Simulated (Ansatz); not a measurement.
## Structure relaxation, Ir

The start is a generated trial cell of Ir in the omega structure type. A full variable-cell relaxation at zero pressure is run with PBE (plane waves to 420 eV, PAW, scalar-relativistic; Ansatz, an electronic-structure program). First-step values are on the input's coarse k-mesh.

Ansatz input (later rounds restart from its end on a renewed k-mesh):
Ansatz 0.2 input:
```yaml
crystal:
  lattice:
    - [4.3056017, 0, 0]
    - [-2.1528008, 3.7287604, 0]
    - [0, 0, 2.618737]
  atoms:
    - { symbol: Ir, position: [0, 0, 0] }
    - { symbol: Ir, position: [0.33333333, 0.66666667, 0.5] }
    - { symbol: Ir, position: [0.66666667, 0.33333333, 0.5] }
basis: { ecutwfc: 420, ecutrho_ratio: 4, xc_grid: 2, fft_grid_basis: typed }
kpoints: { mp_grid: { grid: [9, 9, 12] } }
hamiltonian:
  xc: pbe
  dispersion: none
  pseudopotentials: { azcp: { folder: ./paw }, kind: paw }
scf: { occupations: { method: fermi_dirac, width: 0.05 } }
relax: { f_tol: 0.01, max_steps: 100, cell: { stress_tol: 0.02 } }
output: { forces: true, stress: true }
```

Problem. How large is the pressure on the unrelaxed cell, and of which sign?

Solution. +24.5 GPa (positive: the cell is compressed).

Problem. How much energy is released per atom?

Solution. 0.07 eV/atom.

Problem. How does the volume per atom move from start to end?

Solution. +6.7 %, from 14.01 to 14.95 Å³/atom.

Problem. What band gap does the relaxed structure have at this level?

Solution. No gap (metallic).

Problem. Write out the relaxed structure.

Solution. 
Space group P6/mmm (No. 191); a = b = 4.3797 Å, c = 2.7007 Å, α = β = 90.00°, γ = 120.00°

| atom | site | symmetry | x | y | z |
|---|---|---|---|---|---|
| Ir | 1a | 6/mmm | 0.0000 | 0.0000 | 0.0000 |
| Ir | 2d | -6m2 | 0.3333 | 0.6667 | 0.5000 |

The space group stays P6/mmm (No. 191) (the run could not lower it), with 3 atoms in the primitive cell. Final values are on a 12×12×17 k-mesh of the relaxed cell. No spin polarisation in the result.

The run could not lose the symmetry of its start: the end is stationary, and may be a saddle point rather than a minimum.

All atoms sit on sites fixed by symmetry, so only the cell could relax.

The relaxed structure here is a generated cell of Ir: the first start was made by placing the elements on the sites of a structure type, and the end was not matched to a known phase here, so it may be hypothetical. Known forms of Ir include space group No. 225.
